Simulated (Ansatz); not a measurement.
**CsMgF3: energy along a strain**

CsMgF3, Pm-3m, a = 4.252 Å (as given, not relaxed at this level: -3.2 GPa). The structure is a Materials Project entry; whether it is the stable form wasn't checked. Ansatz: PBEsol, PAW, 420 eV, Γ-centred 6×6×6 mesh on 5 atoms, Gaussian smearing 0.05 eV; no spin polarisation. Cell vectors (Å): 4.252 0.000 0.000; 0.000 4.252 0.000; 0.000 0.000 4.252. The cell is strained by x per cent times the pattern (0 0 1 0 0 0) in the order xx yy zz yz xz xy (engineering shears), with fractional coordinates held. y is the free energy over the start, V0 = 15.378 Å³/atom. Points with a strain past 8.5 % were computed too (3) and aren't used here.

| x (%) | y (meV/atom) |
| --- | --- |
| -7.50 | 6.99 |
| -5.00 | ? |
| -2.50 | -4.89 |
| 0.00 | 0.00 |
| 2.50 | 9.91 |
| 5.00 | 23.53 |
| 7.50 | 39.90 |

**Question.** Fit y = c1 x + c2 x² + c3 x³ to the other rows, get the stiffness along the pattern, and predict the missing energy.

**Answer.** Least squares on the rows shown. y = 3.0193 x + 0.41611 x² − 0.014711 x³. The clamped-ion stiffness p·C·p = 2 × 4.161 eV × 160.2 / 15.378 Å³ = 87 GPa, which is C33 in these axes (C11 of the cubic crystal) (second derivative at the start, which stands under stress). With a term in x⁴ added, the coefficient of x² becomes 0.3990, 4 % less, which shows how far this figure hangs on the form. At x = -5.00 the fit asked for gives -2.85 meV/atom. The run gave -3.21 meV/atom, so the fit is 0.36 meV/atom too high, 0.8 % of the span of the series, against an rms of 0.10 meV/atom on the fitted rows. With a term in x⁴ added, a fit to the same known rows predicts -3.19 meV/atom, so most of the miss is curvature that the known rows already hold.

Symmetry holds off the tilts and polar distortions that many cubic perovskites undergo.